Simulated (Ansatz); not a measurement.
Ti₅Si₃:
```
CELL_PARAMETERS angstrom
      7.44765     0.00000     0.00000
     -3.72383     6.44986     0.00000
      0.00000     0.00000     5.10963
ATOMIC_POSITIONS crystal
  Ti 0.33333 0.66667 0.00000
  Ti 0.66667 0.33333 0.00000
  Ti 0.66667 0.33333 0.50000
  Ti 0.33333 0.66667 0.50000
  Ti 0.25048 0.00000 0.25000
  Ti 0.74952 0.00000 0.75000
  Ti 0.25048 0.25048 0.75000
  Ti 0.74952 0.74952 0.25000
  Ti 0.00000 0.25048 0.25000
  Ti 0.00000 0.74952 0.75000
  Si 0.60810 0.00000 0.25000
  Si 0.39190 0.00000 0.75000
  Si 0.60810 0.60810 0.75000
  Si 0.39190 0.39190 0.25000
  Si 0.00000 0.60810 0.25000
  Si 0.00000 0.39190 0.75000
```

Relaxed with r²SCAN. Special points in fractions of this cell's reciprocal vectors: Γ (0.000, 0.000, 0.000); M (0.500, 0.000, 0.000); K (0.333, 0.333, 0.000); A (0.000, 0.000, 0.500); L (0.500, 0.000, 0.500); H (0.333, 0.333, 0.500).

**Question.** List the band energies nearest the Fermi level at these points for r²SCAN in the plane-wave PAW code Ansatz.

**Answer.** In eV from the Fermi level; about four levels below and three above (degenerate sets whole), none deeper than 8.9 eV; points with the same levels are listed once.

| k | below | above |
|---|---|---|
| Γ | -1.02 -0.64 -0.64 -0.50 | 0.23 0.23 0.59 0.59 |
| M | -0.64 -0.56 -0.34 -0.20 | 0.13 0.49 0.64 |
| K | -0.50 -0.50 -0.44 -0.03 -0.03 | 0.59 0.59 0.66 |
| A | -0.99 -0.99 -0.99 -0.99 | 0.36 0.36 0.45 0.45 0.45 0.45 |
| L | -0.43 -0.43 -0.14 -0.14 | 0.57 0.57 0.65 0.65 |
| H | -0.57 -0.57 -0.57 -0.57 -0.16 -0.16 | 0.43 0.43 0.43 0.43 |

Space group P6_3/mcm. The first step of the workflow began from a Materials Project structure, measured or hypothetical; the Crystallography Open Database files this formula in space group No. 193, but the cells were not matched. Its standing as an ambient phase is unchecked. The cell was relaxed with r²SCAN under the symmetry of its start; whether a distortion lowers the energy is not shown. The run is not spin-polarised.

Potentials: the earlier of the program's two PAW sets.
